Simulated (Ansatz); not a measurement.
**CaScBO4: what a change does to the field gradients**

Base: a measured structure from the Crystallography Open Database (COD), ions relaxed with PBE at fixed cell.

Space group Pnma (No. 62); a = 10.2830, b = 3.3636, c = 9.4320 Å.

```
site  Wyckoff  site symmetry       x       y       z
  Ca       4c            .m.  0.5890  0.7500  0.8429
  Sc       4c            .m.  0.3914  0.2500  0.5727
   B       4c            .m.  0.3042  0.2500  0.8647
 O13       4c            .m.  0.5025  0.7500  0.6159
 O17       4c            .m.  0.2427  0.2500  0.7338
 O21       4c            .m.  0.2675  0.7500  0.4897
 O25       4c            .m.  0.4377  0.2500  0.8750
```

One atom of each set is listed.

All values are calculated (Ansatz; DFT, PBE, plane waves and PAW, scalar-relativistic, 420 eV cutoff, Γ-centred 2×6×3 k-points, Fermi–Dirac smearing 0.02 eV), not measured.

Q: Variant: atom 14 (O) replaced by Se, ions relaxed, the cell held. What happens to the gradients (10²¹ V/m²)?

A: 

| site | atoms alike | V_zz base | η base | V_zz variant | η variant |
| --- | --- | --- | --- | --- | --- |
| Ca1 | 1 | -2.41 | 0.17 | -2.80 | 0.71 |
| Ca2 | 1 | -2.41 | 0.17 | -5.35 | 0.84 |
| Ca3 | 1 | -2.41 | 0.17 | -3.76 | 0.97 |
| Sc5 | 1 | 4.94 | 0.12 | 3.21 | 0.53 |
| Sc6 | 1 | 4.94 | 0.12 | 2.43 | 0.13 |
| Sc7 | 1 | 4.94 | 0.12 | 3.58 | 0.92 |
| Sc8 | 1 | 4.94 | 0.12 | 6.10 | 0.50 |
| B11 | 1 | 2.60 | 0.09 | 2.62 | 0.02 |
| B12 | 1 | 2.60 | 0.09 | 2.55 | 0.09 |
| O14 | 1 | -0.60 | 0.12 | Se -2.92 | 0.27 |
| O15 | 1 | -0.60 | 0.12 | -1.84 | 0.33 |
| O17 | 1 | 5.24 | 0.89 | -5.11 | 0.90 |
| O19 | 1 | 5.24 | 0.89 | -5.14 | 0.78 |
| O25 | 1 | 5.07 | 0.87 | 4.16 | 1.00 |
| O26 | 1 | 5.07 | 0.87 | -6.99 | 0.81 |

The largest change of V_zz along a kept axis among the elements kept is on Ca2, from -2.41 to -5.35. Where |V_zz| stays above 0.1 and the axes keep their order, η moves most on Sc7, from 0.12 to 0.92. On Sc5, B12, Ca1, O15 V_xx and V_yy change places (or their axes turn by over 50°), so the two values of η hide a larger change. On O17, O19, O26, Ca3 the largest principal value lies along another axis in the second run, so the two V_zz can't be compared directly. The table leaves out 13 of the 28 sites, with |V_zz| up to 7.65; their tensors move by 2.54 at most along any direction. The statements above cover all sites. The number of symmetry-distinct sites goes from 7 to 28.

The Se atoms stand 3.36 Å apart, so this is an ordered compound, not a dilute alloy. The relaxation keeps the symmetry of the start, which can hold atoms on axes and η at zero.

For the variant: The substituted crystal keeps its parent's cell, where the PBE pressure is 9 GPa, so with PBE the cell would grow if it were relaxed.
